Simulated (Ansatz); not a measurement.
A trial structure of Cs2CaPtC6N6 was built thus: cyanide-bridged rock-salt net of two metals, 2 guest cations a cell (Fm-3m, No. 225). The dimensions are guesses.

```cif
data_structure
_symmetry_space_group_name_H-M 'Fm-3m'
_symmetry_Int_Tables_number 225
_cell_length_a 10.5940
_cell_length_b 10.5940
_cell_length_c 10.5940
_cell_angle_alpha 90.000
_cell_angle_beta 90.000
_cell_angle_gamma 90.000
_cell_volume 1188.99
loop_
_atom_site_label
_atom_site_type_symbol
_atom_site_symmetry_multiplicity
_atom_site_Wyckoff_symbol
_atom_site_fract_x
_atom_site_fract_y
_atom_site_fract_z
_atom_site_occupancy
Cs1 Cs 8 c 0.25000 0.75000 0.75000 1
Ca1 Ca 4 b 0.50000 0.00000 0.00000 1
Pt1 Pt 4 a 0.00000 0.00000 0.00000 1
C1 C 24 e 0.18095 0.00000 0.00000 1
N1 N 24 e 0.29139 0.00000 0.00000 1
```

Level of theory: DFT PBE, scalar-relativistic, plane waves, PAW in Ansatz 0.2.0. Cutoff 420 eV, Gaussian smearing, Γ-centred meshes. Cell and atoms relax first on a coarse mesh and then on a converged one. In between, the cell is made exact in the group found at 0.06 Å. The steps can't lower the symmetry of their start. Collinear spin is switched on along the way, since trial moments persisted in a coarse test.

A guess keeps its type if space group and coordination stay and the shape of the cell changes little (axis ratios within about 15 %, angles within 6°); the volume may change.

**Question.** Does it keep its structure type, or change into something else?

**Answer.** It keeps its type. The symmetry stays Fm-3m (No. 225). The volume per atom grows by 31.8 %, from 18.6 to 24.5 Å³. The shortest distance stays 1.17 Å (C–N). Counting neighbours within 15 % of an atom's shortest distance, the start has C 1, Ca 6, Cs 24, N 1, Pt 6 and the end C 1, Ca 6, Cs 24, N 1, Pt 6.

The last run used collinear spin, a 6×6×6 mesh for its 16-atom cell and Gaussian smearing of 0.10 eV. These runs have no spin–orbit coupling, which can matter for Pt. Another magnetic order may lie lower. A structure relaxed within its symmetry needn't be a true minimum.
